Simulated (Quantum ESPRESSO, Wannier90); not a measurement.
Mg3ZnO4 (Pm-3m): Wannier90 run

Structure: Materials Project mp-1024045, symmetrised, not relaxed again. Not found in the COD (Crystallography Open Database) copy used; not checked further. Level: LDA, no spin polarisation, no spin-orbit coupling; pw.x of Quantum ESPRESSO at 68 Ry with PseudoDojo potentials, 6×6×6 k-points, Wannier90. Density: 8×8×8 mesh, cold smearing 0.01 Ry.

On the energy scale of pw.x, whose zero is arbitrary, the valence-band maximum lies at 9.16 eV.

Input w.win:

```
num_bands = 21
num_wann = 21
exclude_bands = 1-16,38-70
num_iter = 1000
conv_tol = 1.0e-6
conv_window = 4
write_hr = true
write_u_matrices = true
begin projections
f=-0.1654,0.4155,-0.2562:s
f=0.4224,-0.3510,-0.2427:s
f=0.2398,0.3876,0.4116:s
f=0.1698,-0.1976,-0.2016:s
f=0.0591,-0.3773,0.0142:s
f=0.4955,0.1947,-0.0599:s
f=-0.4672,-0.4515,-0.2133:s
f=-0.4228,0.3927,0.0009:s
f=-0.4592,0.0196,-0.4619:s
f=-0.1761,-0.3960,0.0585:s
f=-0.4914,-0.2927,-0.2273:s
f=0.4416,0.0040,0.4878:s
f=-0.0498,-0.0370,-0.0516:s
f=0.0248,-0.1858,-0.3661:s
f=-0.2823,-0.0697,0.2636:s
f=0.2071,0.0561,0.3378:s
f=0.0952,-0.2168,0.0386:s
f=-0.1478,-0.3105,0.4874:s
f=0.2521,0.1793,0.3596:s
f=-0.1284,0.3638,0.2501:s
f=-0.1827,0.2044,0.0220:s
end projections
begin unit_cell_cart
ang
    4.2800800000    0.0000000000    0.0000000000
    0.0000000000    4.2800800000    0.0000000000
    0.0000000000    0.0000000000    4.2800800000
end unit_cell_cart
begin atoms_frac
Mg   0.0000000000  0.5000000000  0.5000000000
Mg   0.5000000000  0.0000000000  0.5000000000
Mg   0.5000000000  0.5000000000  0.0000000000
Zn   0.0000000000  0.0000000000  0.0000000000
O    0.5000000000  0.0000000000  0.0000000000
O    0.0000000000  0.5000000000  0.0000000000
O    0.0000000000  0.0000000000  0.5000000000
O    0.5000000000  0.5000000000  0.5000000000
end atoms_frac
mp_grid = 6 6 6
begin kpoints
0.0000000000 0.0000000000 0.0000000000
0.0000000000 0.0000000000 0.1666666667
0.0000000000 0.0000000000 0.3333333333
... (213 more lines: the 6x6x6 mesh through Gamma)
end kpoints
```

Input of pw2wannier90.x that gives the overlap and projection files (equivalent; here they were cut from one run over all bands):

```
&inputpp
  outdir = './out'
  prefix = 'pwscf'
  seedname = 'w'
  write_amn = .true.
  write_mmn = .true.
/
```

Output w.wout (banner and timings cut):

```
                                    ------
                                    SYSTEM
                                    ------

                              Lattice Vectors (Ang)
                    a_1     4.280080   0.000000   0.000000
                    a_2     0.000000   4.280080   0.000000
                    a_3     0.000000   0.000000   4.280080

                   Unit Cell Volume:      78.40715  (Ang^3)

                        Reciprocal-Space Vectors (Ang^-1)
                    b_1     1.468007   0.000000   0.000000
                    b_2     0.000000   1.468007   0.000000
                    b_3     0.000000   0.000000   1.468007

 *----------------------------------------------------------------------------*
 |   Site       Fractional Coordinate          Cartesian Coordinate (Ang)     |
 +----------------------------------------------------------------------------+
 | mg   1   0.00000   0.50000   0.50000   |    0.00000   2.14004   2.14004    |
 | mg   2   0.50000   0.00000   0.50000   |    2.14004   0.00000   2.14004    |
 | mg   3   0.50000   0.50000   0.00000   |    2.14004   2.14004   0.00000    |
 | zn   1   0.00000   0.00000   0.00000   |    0.00000   0.00000   0.00000    |
 | o    1   0.50000   0.00000   0.00000   |    2.14004   0.00000   0.00000    |
 | o    2   0.00000   0.50000   0.00000   |    0.00000   2.14004   0.00000    |
 | o    3   0.00000   0.00000   0.50000   |    0.00000   0.00000   2.14004    |
 | o    4   0.50000   0.50000   0.50000   |    2.14004   2.14004   2.14004    |
 *----------------------------------------------------------------------------*
                                ------------
                                K-POINT GRID
                                ------------

             Grid size =  6 x  6 x  6      Total points =  216

 *---------------------------------- MAIN ------------------------------------*
 |  Number of Wannier Functions               :                21             |
 |  Number of Objective Wannier Functions     :                21             |
 |  Number of input Bloch states              :                21             |
 |  Output verbosity (1=low, 5=high)          :                 1             |
 |  Timing Level (1=low, 5=high)              :                 1             |
 |  Optimisation (0=memory, 3=speed)          :                 3             |
 |  Length Unit                               :               Ang             |
 |  Post-processing setup (write *.nnkp)      :                 F             |
 |  Using Gamma-only branch of algorithms     :                 F             |
 *----------------------------------------------------------------------------*
 *------------------------------- WANNIERISE ---------------------------------*
 |  Total number of iterations                :              1000             |
 |  Number of CG steps before reset           :                 5             |
 |  Trial step length for line search         :             2.000             |
 |  Convergence tolerence                     :         0.100E-05             |
 |  Convergence window                        :                 4             |
 |  Iterations between writing output         :                 1             |
 |  Iterations between backing up to disk     :               100             |
 |  Write r^2_nm to file                      :                 F             |
 |  Write xyz WF centres to file              :                 F             |
 |  Write on-site energies <0n|H|0n> to file  :                 F             |
 |  Use guiding centre to control phases      :                 F             |
 |  Use phases for initial projections        :                 F             |
 *----------------------------------------------------------------------------*
 *-------------------------------- PLOTTING ----------------------------------*
 |  Plotting Hamiltonian in WF basis          :                 T             |
 *----------------------------------------------------------------------------*

 *---------------------------------- K-MESH ----------------------------------*
 +----------------------------------------------------------------------------+
 |                    Distance to Nearest-Neighbour Shells                    |
 |                    ------------------------------------                    |
 |          Shell             Distance (Ang^-1)          Multiplicity         |
 |          -----             -----------------          ------------         |
 |             1                   0.244668                      6            |
 |             2                   0.346012                     12            |
 |             3                   0.423777                      8            |
 |             4                   0.489336                      6            |
 |             5                   0.547094                     24            |
 |             6                   0.599311                     24            |
 |             7                   0.692025                     12            |
 |             8                   0.734003                     30            |
       ... (lines left out)
 +----------------------------------------------------------------------------+
 | The b-vectors are chosen automatically                                     |
 | The following shells are used:                       1                     |
 +----------------------------------------------------------------------------+
 |                        Shell   # Nearest-Neighbours                        |
 |                        -----   --------------------                        |
 |                          1               6                                 |
 +----------------------------------------------------------------------------+
 | Completeness relation is fully satisfied [Eq. (B1), PRB 56, 12847 (1997)]  |
 +----------------------------------------------------------------------------+
 |                  b_k Vectors (Ang^-1) and Weights (Ang^2)                  |
 |                  ----------------------------------------                  |
 |            No.         b_k(x)      b_k(y)      b_k(z)        w_b           |
 |            ---        --------------------------------     --------        |
 |             1         0.000000    0.000000    0.244668     8.352501        |
 |             2         0.000000    0.244668    0.000000     8.352501        |
 |             3         0.244668    0.000000    0.000000     8.352501        |
 |             4         0.000000    0.000000   -0.244668     8.352501        |
 |             5         0.000000   -0.244668    0.000000     8.352501        |
 |             6        -0.244668    0.000000    0.000000     8.352501        |
 +----------------------------------------------------------------------------+
 |                           b_k Directions (Ang^-1)                          |
 |                           -----------------------                          |
 |            No.           x           y           z                         |
 |            ---        --------------------------------                     |
 |             1         0.000000    0.000000    0.244668                     |
 |             2         0.000000    0.244668    0.000000                     |
 |             3         0.244668    0.000000    0.000000                     |
 +----------------------------------------------------------------------------+

 Starting a new Wannier90 calculation ...

 Reading overlaps from w.mmn

 Reading projections from w.amn

 *------------------------------- WANNIERISE ---------------------------------*
 +--------------------------------------------------------------------+<-- CONV
 | Iter  Delta Spread     RMS Gradient      Spread (Ang^2)            |<-- CONV
 +--------------------------------------------------------------------+<-- CONV

 ------------------------------------------------------------------------------
 Initial State
  WF centre and spread    1  ( -0.290400,  1.696167, -0.559540 )     3.58559304
  WF centre and spread    2  (  2.149809, -2.259543, -2.222408 )    10.69564838
  WF centre and spread    3  (  1.714552,  1.905436,  1.780807 )     3.07805439
  WF centre and spread    4  (  0.453199, -0.289669, -0.388721 )     3.95576754
  WF centre and spread    5  (  0.452491, -1.814428, -0.000751 )     2.51753668
  WF centre and spread    6  (  2.042356,  0.360587, -0.147927 )     2.96235722
  WF centre and spread    7  ( -1.747008, -2.376149, -1.839901 )     5.94691554
  WF centre and spread    8  ( -1.839877,  1.407798,  0.671770 )    16.36138815
  WF centre and spread    9  ( -0.626950,  0.588731, -1.919851 )     9.37978614
  WF centre and spread   10  ( -0.268889, -2.043633,  0.025965 )     3.22639913
  WF centre and spread   11  ( -1.875276, -0.315887, -0.445036 )     6.63463610
  WF centre and spread   12  (  1.578805, -0.254688,  1.605780 )    14.17178951
  WF centre and spread   13  ( -0.199695, -0.055529, -0.276658 )     4.64113264
  WF centre and spread   14  (  0.033941, -0.403831, -1.782961 )     3.58673181
  WF centre and spread   15  ( -1.235552, -0.038791,  0.669664 )     3.40560904
  WF centre and spread   16  (  0.244952,  0.058622,  1.448204 )     3.57976908
  WF centre and spread   17  (  0.448716, -0.442608,  0.188430 )     4.03393563
  WF centre and spread   18  ( -1.079605, -1.093567,  1.973258 )     5.58840650
  WF centre and spread   19  (  0.514785,  0.340023,  1.157637 )     6.71247902
  WF centre and spread   20  ( -0.188822,  1.585464,  0.555107 )     4.69796416
  WF centre and spread   21  ( -0.548568,  0.614323,  0.036777 )     4.65354341
  Sum of centres and spreads ( -0.267034, -2.831174,  0.529644 )   123.41544313

      0     0.123E+03     0.0000000000      123.4154430926  <-- CONV
        O_D=      7.9698558 O_OD=    103.6404661 O_TOT=    123.4154431 <-- SPRD
 ------------------------------------------------------------------------------
      1    -0.669E+00    13.2648969571      122.7466053109  <-- CONV
        O_D=      7.4157443 O_OD=    103.5257399 O_TOT=    122.7466053 <-- SPRD
      2    -0.267E+01     5.2056138199      120.0778930807  <-- CONV
        O_D=      6.5590093 O_OD=    101.7137626 O_TOT=    120.0778931 <-- SPRD
      3    -0.180E+02     4.4826794681      102.0443028109  <-- CONV
        O_D=      7.0271080 O_OD=     83.2120736 O_TOT=    102.0443028 <-- SPRD
      4    -0.103E+01    12.3915169717      101.0099149039  <-- CONV
        O_D=      6.0945644 O_OD=     83.1102293 O_TOT=    101.0099149 <-- SPRD
      5    -0.232E+01     6.3772909662       98.6868987853  <-- CONV
        O_D=      4.6158117 O_OD=     82.2659660 O_TOT=     98.6868988 <-- SPRD
       ... (lines left out)
    100    -0.165E-01     3.0724227018       25.8520463873  <-- CONV
        O_D=      0.1245381 O_OD=     13.9223871 O_TOT=     25.8520464 <-- SPRD
       ... (lines left out)
    200    -0.186E-01     1.7538622996       25.0642867347  <-- CONV
        O_D=      0.0856921 O_OD=     13.1734734 O_TOT=     25.0642867 <-- SPRD
       ... (lines left out)
    300    -0.249E+00    15.2420701486       25.3543066357  <-- CONV
        O_D=      0.6136531 O_OD=     12.9355324 O_TOT=     25.3543066 <-- SPRD
       ... (lines left out)
    400    -0.158E-02     0.0350320353       14.1120194138  <-- CONV
        O_D=      0.0004564 O_OD=      2.3064419 O_TOT=     14.1120194 <-- SPRD
       ... (lines left out)
    500    -0.547E-03     0.0226114676       14.0187362014  <-- CONV
        O_D=      0.0001511 O_OD=      2.2134639 O_TOT=     14.0187362 <-- SPRD
       ... (lines left out)
    600    -0.379E-04     0.0084150316       13.9944181442  <-- CONV
        O_D=      0.0000350 O_OD=      2.1892620 O_TOT=     13.9944181 <-- SPRD
       ... (lines left out)
    700    -0.139E-05     0.0011029023       13.9932557505  <-- CONV
        O_D=      0.0000324 O_OD=      2.1881022 O_TOT=     13.9932558 <-- SPRD
       ... (lines left out)
    712    -0.979E-06     0.0009328019       13.9932420615  <-- CONV
        O_D=      0.0000323 O_OD=      2.1880886 O_TOT=     13.9932421 <-- SPRD
    713    -0.995E-06     0.0009828384       13.9932410661  <-- CONV
        O_D=      0.0000325 O_OD=      2.1880874 O_TOT=     13.9932411 <-- SPRD
    714    -0.956E-06     0.0013359054       13.9932401105  <-- CONV
        O_D=      0.0000323 O_OD=      2.1880866 O_TOT=     13.9932401 <-- SPRD
             <<<     Delta < 1.000E-06  over  4 iterations     >>>
             <<< Wannierisation convergence criteria satisfied >>>
 Final State
  WF centre and spread    1  ( -0.038055,  1.979404, -0.309507 )     0.74813433
  WF centre and spread    2  (  1.961118, -1.901585, -1.957841 )     0.72346854
  WF centre and spread    3  (  1.918626,  1.960019,  1.934863 )     0.72021304
  WF centre and spread    4  ( -0.000026,  0.000139, -0.000238 )     0.38406903
  WF centre and spread    5  (  0.291993, -1.943733, -0.004338 )     0.76163571
  WF centre and spread    6  (  1.985232,  0.228587, -0.216263 )     0.74523002
  WF centre and spread    7  ( -1.979772, -2.360235, -1.917861 )     0.72019116
  WF centre and spread    8  ( -1.884881,  0.161898,  0.180826 )     0.79340529
  WF centre and spread    9  ( -0.189558,  0.261488, -2.005453 )     0.73948464
  WF centre and spread   10  ( -0.277164, -1.931153,  0.059517 )     0.76723214
  WF centre and spread   11  ( -1.998125, -0.260678, -0.186305 )     0.74095683
  WF centre and spread   12  (  1.897891, -0.129780,  0.222121 )     0.78279284
  WF centre and spread   13  ( -0.000157, -0.000091, -0.000023 )     0.38411867
  WF centre and spread   14  (  0.109847, -0.209194, -1.876602 )     0.79517948
  WF centre and spread   15  ( -0.196607, -0.184253,  1.912966 )     0.77603655
  WF centre and spread   16  (  0.276743,  0.131728,  1.969312 )     0.75153393
  WF centre and spread   17  (  0.000185,  0.000027, -0.000052 )     0.38473717
  WF centre and spread   18  ( -1.899916, -1.978202,  1.940869 )     0.72027458
  WF centre and spread   19  (  0.000109,  0.000086, -0.000055 )     0.38488523
  WF centre and spread   20  (  0.023372,  1.895366,  0.253903 )     0.78465330
  WF centre and spread   21  ( -0.000125,  0.000003,  0.000012 )     0.38500767
  Sum of centres and spreads (  0.000731, -4.280159, -0.000150 )    13.99324015

         Spreads (Ang^2)       Omega I      =    11.805121164
        ================       Omega D      =     0.000032333
                               Omega OD     =     2.188086614
    Final Spread (Ang^2)       Omega Total  =    13.993240110
```
